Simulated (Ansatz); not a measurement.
LaLuO3 (cubic perovskite, space group No. 221) at seven volumes, DFT-LDA in the program Ansatz with PAW potentials, scaled uniformly. One row is withheld.

| V (Å³/atom) | P (GPa) |
|---|---|
| 13.033 | ? |
| 13.463 | 11.54 |
| 13.892 | 5.30 |
| 14.322 | -0.01 |
| 14.752 | -4.52 |
| 15.181 | -8.36 |
| 15.611 | -11.63 |

### Question
Fit the shown pressures and predict the withheld one.

### Answer
Third-order Birch–Murnaghan: P = (3/2)B₀(x^(7/2) − x^(5/2))[1 + (3/4)(B′ − 4)(x − 1)] with x = (V₀/V)^(2/3). Least squares on the six rows gives V₀ = 14.321 Å³/atom, B₀ = 162.9 GPa, B′ = 4.40. At V = 13.033, x = 1.0648 and P = 18.90 GPa. The run itself gave 18.88 GPa.

Space group Pm-3m (cubic perovskite). The cell is a constructed one: a structure type filled with these elements; neither database checked (COD, Materials Project) lists it. Its standing as an ambient phase is unchecked. The LDA relaxation kept the symmetry of its start. At this level the phase is dynamically unstable (imaginary phonons). Spin–orbit coupling is left out wherever it is not named.

Potentials: the later of the program's two PAW sets.
